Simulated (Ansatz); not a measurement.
**Computed properties of SnSe$_{2}$**

SnSe₂:
```cif
data_Se4Sn2
_chemical_formula_sum 'Sn2 Se4'
_space_group_name_H-M_alt 'P 1'
_space_group_IT_number 1
_cell_length_a 6.56639
_cell_length_b 6.56639
_cell_length_c 4.02205
_cell_angle_alpha 90.000
_cell_angle_beta 90.000
_cell_angle_gamma 90.000
loop_
_space_group_symop_operation_xyz
  'x, y, z'
loop_
_atom_site_label
_atom_site_type_symbol
_atom_site_fract_x
_atom_site_fract_y
_atom_site_fract_z
_atom_site_occupancy
Sn1 Sn 0.00000 0.00000 0.00000 1
Sn2 Sn 0.50000 0.50000 0.50000 1
Se1 Se 0.30690 0.30690 0.00000 1
Se2 Se 0.80690 0.19310 0.50000 1
Se3 Se 0.19310 0.80690 0.50000 1
Se4 Se 0.69310 0.69310 0.00000 1
```

Space group P4_2/mnm (No. 136), rutile; conventional cell a = b = 6.566 Å, c = 4.022 Å, α = β = γ = 90.00°.

Method: plane-wave PAW PBE (Ansatz code). Structure relaxed to zero pressure with the same functional. Other levels are named where they apply.

Cell and energy:

- Volume per atom: 28.90 Å³
- Density: 5.30 g/cm³
- Formation energy from the elements (no fitted shifts): -0.14 eV/atom

Electronic structure:

Electronic character: metallic (no gap)
Density of states at the Fermi level: 0.10 states/eV per atom (mean over ±0.08 eV)

Mechanics:

* **Bulk modulus (Birch–Murnaghan fit)**: 36.8 GPa
* **Pressure derivative B′**: 8.7

A made-up cell: these elements were put on the sites of a structure type; neither database checked (COD, Materials Project) lists it. COD files the formula under space group No. 164, 217, so this cell is another polymorph or a model. Its standing as an ambient phase is unchecked. The cell was relaxed with PBE under the symmetry of its start; its stability against distortions is not shown here. The references are the lowest solids computed at this level, not always the standard phases. Spin–orbit coupling is left out wherever it is not named.

Potentials: the later of the program's two PAW sets.
